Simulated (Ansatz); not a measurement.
Property card for HoAlTe$_{3}$

All numbers below come from DFT PBE, scalar-relativistic, plane waves, PAW, and for the lanthanide a 4f-in-core norm-conserving potential, in Ansatz 0.2.0.

Plane waves to 690 eV, a k mesh through Γ of 6×6×6 on the computed 5-atom cell and Gaussian smearing (0.10 eV); no spin polarisation.

The structure is relaxed at this level of theory with its symmetry kept, and needn't be the ground state of this composition.

```cif
data_structure
_symmetry_space_group_name_H-M 'P 1'
_symmetry_Int_Tables_number 1
_cell_length_a 5.9363
_cell_length_b 5.9363
_cell_length_c 5.9363
_cell_angle_alpha 74.455
_cell_angle_beta 74.455
_cell_angle_gamma 74.455
_cell_volume 189.78
loop_
_atom_site_label
_atom_site_type_symbol
_atom_site_fract_x
_atom_site_fract_y
_atom_site_fract_z
_atom_site_occupancy
Ho1 Ho 0.00000 0.00000 0.00000 1
Al1 Al 0.50000 0.50000 0.50000 1
Te1 Te 0.00000 0.00000 0.50000 1
Te2 Te 0.50000 0.00000 0.00000 1
Te3 Te 0.00000 0.50000 0.00000 1
```

Kohn–Sham band gap?

none (metal).

Density of states at the Fermi level?

2.6 states/eV per cell.

Spin-orbit coupling is left out, which matters for the bands of heavy elements.

Another cell of HoAlTe3 relaxed alike, in Amm2, lies 228 meV/atom lower, so this cell isn't the stable form at this level.

The cell was found from a structure generator's guess, not taken from experiment.

The lanthanide is trivalent by construction, without f bands, f moments or other valences.
